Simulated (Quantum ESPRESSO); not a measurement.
# Convergence test: KMgF3

```yaml
crystal:
  lattice:
    - [3.97847, 0.00000, 0.00000]
    - [0.00000, 3.97847, 0.00000]
    - [0.00000, 0.00000, 3.97847]
  atoms:
    - { symbol: K, position: [0.50000, 0.50000, 0.50000] }
    - { symbol: Mg, position: [0.00000, 0.00000, 0.00000] }
    - { symbol: F, position: [0.00000, 0.50000, 0.00000] }
    - { symbol: F, position: [0.50000, 0.00000, 0.00000] }
    - { symbol: F, position: [0.00000, 0.00000, 0.50000] }
```
The cell comes from the Materials Project (a computed structure). It is KMgF3 in Pm-3m; whether this form has been observed was not checked. Stability against distortions was not tested.

Method: PBE GIPAW (a modified build of Quantum ESPRESSO, JTH PAW datasets); kept fixed: cutoff 22.5 Ha. These are absolute shieldings with no macroscopic susceptibility term; δ = σ_ref − σ needs a reference computed alike. The datasets of Mg hold no d projectors, which limits absolute σ on these atoms.

```
k-mesh         σ_iso K (ppm)  σ_iso Mg (ppm)  σ_iso F (ppm)  f-sum rule missed by (%)  irreducible k-points
-------------  -------------  --------------  -------------  ------------------------  --------------------
2×2×2 shifted         1187.2           557.0          348.9                      0.16                     1
3×3×3 shifted         1181.5           554.8          333.9                      0.00                     4
4×4×4 shifted         1180.3           554.7          332.2                      0.00                     4
5×5×5 shifted         1180.2           554.7          332.1                      0.00                    10
6×6×6 shifted         1180.2           554.7          332.0                      0.00                    10
7×7×7 shifted         1180.2           554.7          332.0                      0.00                    20
```

Largest spread: σ_iso F (ppm) moves over 16.9 across the rows.
